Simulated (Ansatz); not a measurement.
## P₂W: from a starting cell to a relaxed one

The start is a generated trial cell of P2W in the AFLOW prototype AB2_hP12_194_f_ah (C14, as in MgZn2). The cell and all atomic positions are relaxed at zero pressure with PBE (plane waves to 420 eV, PAW, scalar-relativistic; Ansatz, a quantum-chemistry and plane-wave program). The first steps use a coarse 5×5×3 k-mesh.

The start:
```
P2W
1.0
    4.99390     0.00000     0.00000
   -2.49695     4.32484     0.00000
    0.00000     0.00000     8.19026
W P
4 8
Direct
  0.33333   0.66667   0.06286
  0.66667   0.33333   0.56286
  0.66667   0.33333   0.93714
  0.33333   0.66667   0.43714
  0.00000   0.00000   0.00000
  0.00000   0.00000   0.50000
  0.83049   0.16951   0.25000
  0.66097   0.83049   0.75000
  0.83049   0.66097   0.25000
  0.16951   0.83049   0.75000
  0.33903   0.16951   0.25000
  0.16951   0.33903   0.75000
```

**Question.** How much energy is released per atom?

**Answer.** 0.18 eV/atom.

**Question.** How does the volume per atom move from start to end?

**Answer.** +6.6 %, from 14.74 to 15.71 Å³/atom.

**Question.** How do the shortest distances between atoms change?

**Answer.** The closest pairs of elements (up to four, under 3.6 Å), start → end: P–P 2.45 → 2.33 Å; P–W 2.93 → 2.41 Å; W–W 3.06 → 2.63 Å.

**Question.** What band gap does the relaxed structure have at this level?

**Answer.** Zero (metallic).

**Question.** Give the final cell and atomic positions.

**Answer.** 
Space group P6₃/mmc (No. 194); a = b = 5.991 Å, c = 6.066 Å, α = β = 90.00°, γ = 120.00°

```tsv
atom	site	symmetry	x	y	z
W	4f	3m.	0.3333	0.6667	0.0329
P	2a	-3m.	0.0000	0.0000	0.0000
P	6h	mm2	0.3408	0.1704	0.2500
```

The space group stays P6₃/mmc (No. 194) (the run could not lower it), with 12 atoms in the primitive cell. Final values are on a 7×7×6 k-mesh of the relaxed cell. No spin polarisation in the result.

The run could not lose the symmetry of its start: the end is stationary, and may be a saddle point rather than a minimum.

The relaxed structure here is a generated cell of P2W: the first start was made by placing the elements on the sites of a structure type, and the end was not matched to a known phase here, so it may be hypothetical.
